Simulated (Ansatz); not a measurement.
# TaSnO3: two-dimensional strain map

Method: DFT r2SCAN, scalar-relativistic, plane waves, PAW in Ansatz 0.2.0. The runs took a 500 eV cutoff, a Γ-centred 12×12×12 mesh and Gaussian smearing (0.15 eV). Spin–orbit coupling is left out, which can shift energies with elements as heavy as these. No spin polarisation. Energies are free energies at this smearing, counted from the undisturbed cell; pressure is positive in compression.

The starting cell (as given, not relaxed at this level; it stands at 32.5 GPa, and it needn't be the usual structure):

```yaml
crystal:
  lattice:
    - [3.88000, 0.00000, 0.00000]
    - [0.00000, 3.88000, 0.00000]
    - [0.00000, 0.00000, 3.88000]
  atoms:
    - { symbol: Ta, position: [0.50000, 0.50000, 0.50000] }
    - { symbol: Sn, position: [0.00000, 0.00000, 0.00000] }
    - { symbol: O, position: [0.00000, 0.50000, 0.50000] }
    - { symbol: O, position: [0.50000, 0.00000, 0.50000] }
    - { symbol: O, position: [0.50000, 0.50000, 0.00000] }
```

The cell is strained by p along both x and y and by q along z, fractional coordinates fixed. Points are written (p, q). At 33 GPa the given cell is far from its own equilibrium, so these figures belong to a strongly strained crystal.

Energy above the undisturbed cell in meV/atom (a dash: not computed):

```
 p \ q  -0.080  -0.040  0.000  0.040   0.080
-0.080  1426.8  1082.5  858.1  718.3   637.8
-0.040   764.2       –  294.1      –   149.0
 0.000   381.7   136.5    0.0  -62.6   -75.3
 0.040   197.8       –      ?      –  -119.6
 0.080       ?   -19.9  -88.7      ?       ?
```

Question: Fill in the withheld energies.

Answer: (0.040, 0.000): -108.2; (0.080, -0.080): 153.8; (0.080, 0.040): -88.3; (0.080, 0.080): -43.7.

Symmetry holds off the tilts and polar distortions that many cubic perovskites undergo.